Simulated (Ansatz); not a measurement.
## Data sheet: Sb (DFT)

Sb:
```xyz
1
Lattice="0.0000 2.3738 2.3738 2.3738 0.0000 2.3738 2.3738 2.3738 0.0000" Properties=species:S:1:pos:R:3 pbc="T T T"
Sb     0.0000     0.0000     0.0000
```

Space group Fm-3m (No. 225), fcc (Cu type); conventional cell a = b = c = 4.7476 Å, α = β = γ = 90.00°.

Method: plane-wave PAW r²SCAN+D4 (Ansatz code). Structure relaxed to zero pressure with the same functional. Other levels are named where they apply.

### Cell and energy

- Volume per atom: 26.75 Å³
- Density: 7.56 g/cm³

### Electronic structure

* **Electronic character**: metallic (no gap)
* **Density of states at the Fermi level**: 0.68 states/eV per atom (mean over ±0.08 eV)

### Mechanics

- Bulk modulus (Birch–Murnaghan fit): 63.8 GPa
- Pressure derivative B′: 4.3
- Elastic constants (relaxed ions, GPa): C11 = 38.5, C12 = 75.9, C44 = -5.3
- Mechanical stability: unstable (C has a negative eigenvalue)

The workflow started from an entry of the Crystallography Open Database (COD), which files this formula under 5 space groups. It is not the phase usual at ambient conditions (space group No. 166). Symmetry was held in the r²SCAN+D4 relaxation. As this level gives no gap, shear constants depend on the k-mesh and smearing (Fermi–Dirac, 0.1 eV here). Scalar-relativistic: spin–orbit coupling is off unless named, which matters more the heavier the elements.

Potentials: the later of the program's two PAW sets.
